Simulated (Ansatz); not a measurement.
CuI (zincblende), relaxed with r2SCAN: 5 runs in Ansatz, each a calculation of independent-particle optics. The symmetry is F-43m (No. 216, cubic); conventional cell a = 6.024 Å, 27.33 Å³ an atom. Around Cu lie 4 I at 2.61 Å; around I lie 4 Cu at 2.61 Å. (Simulation; no magnetic order is allowed.)

```xyz
2
Lattice="0.0000 3.0120 3.0120 3.0120 0.0000 3.0120 3.0120 3.0120 0.0000" Properties=species:S:1:pos:R:3 pbc="T T T"
Cu    0.0000    0.0000    0.0000
I     1.5060    1.5060    1.5060
```

On meshes this coarse, single peaks can be features of the mesh. No local fields, no excitons; the zone sum runs over the cells of the mesh, and ε∞ includes the bands left out of the spectrum. Up to four peaks are listed, those above 15 % of the tallest and inside the complete range; the four can differ from row to row.

```csv
functional,k mesh,broadening (eV),scissors (eV),range (eV),direct gap on the mesh before scissors (eV),ε∞ xx,ε∞ yy,ε∞ zz,complete up to (eV),tallest peaks of mean ε₂ (eV)
PBE,6×6×6,0.1,0.00,0–12,1.17,6.84,6.84,6.84,4.6,3.00 4.40
r2SCAN,6×6×6,0.1,0.00,0–12,1.67,5.96,5.96,5.96,4.9,3.40 4.70
LDA,6×6×6,0.1,0.00,0–12,0.99,7.22,7.22,7.22,4.6,2.90 4.35
PBE,6×6×6,0.1,1.51 (to HSE06),0–12,1.17,5.49,5.49,5.49,6.1,4.50 5.90
PBE+SOC,6×6×6,0.1,0.00,0–12,1.01,6.93,6.93,6.93,4.4,3.00 4.35
```

Only the levels marked +SOC include spin-orbit coupling.
